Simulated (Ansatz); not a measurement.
# What a change of settings does to a run on LaS

The cell comes from COD entry 1539531, which wasn't checked; take it as a given geometry. The listed cell was then made from it by scaling, straining or moving an atom.

First run: DFT, r2SCAN, PAW with Ansatz's default frozen-core files, scalar-relativistic (Ansatz 0.2.0).

Command: `ansatz run input.yaml --threads 1 --pin off --max-ram 2048MiB --backend cpu --events-out ev --progress --plain --runs-dir out` The run took 2.4 min on 1 thread of Arm Neoverse V1, on a shared host.

```yaml
crystal:
  lattice:
    - [0.0, 2.927, 2.927]
    - [2.927, 0.0, 2.927]
    - [2.927, 2.927, 0.0]
  atoms:
    - { symbol: La, position: [-0.00783269, 0.00993883, 0.00197323] }
    - { symbol: S, position: [0.50142975, 0.51018614, 0.49437457] }
kpoints:
  mp_grid: { grid: [7, 7, 7] }
scf:
  occupations: { method: fermi_dirac, width: 0.02 }
hamiltonian:
  xc: r2scan
  pseudopotentials: { kind: paw }
output:
  forces: true
  stress: true
  efg: { contact_densities: true }
relax:
  f_tol: 0.01
  max_steps: 80
  cell: {}
```

Result: converged; relaxed volume 25.545 Å³/atom; 30 SCF iterations in all.

Spin–orbit coupling is left out, though it moves levels of the heavy atoms by tenths of an eV or more.

The input is then changed:

```diff
@@ -18,7 +18,13 @@
   stress: true
   efg: { contact_densities: true }
+  write_density: true
+  write_potential: true
+  elf: true
+  volumetric_format: npy
 relax:
   f_tol: 0.01
   max_steps: 80
   cell: {}
+basis:
+  ecutwfc: "250 eV"
```

(1) Predict the outcome of the changed run.

Results:

(1) It converged; energy at zero smearing +181.9 meV/atom from the first run; relaxed volume 25.558 Å³/atom; 49 SCF iterations in all. Some of these settings are too coarse for converged properties.
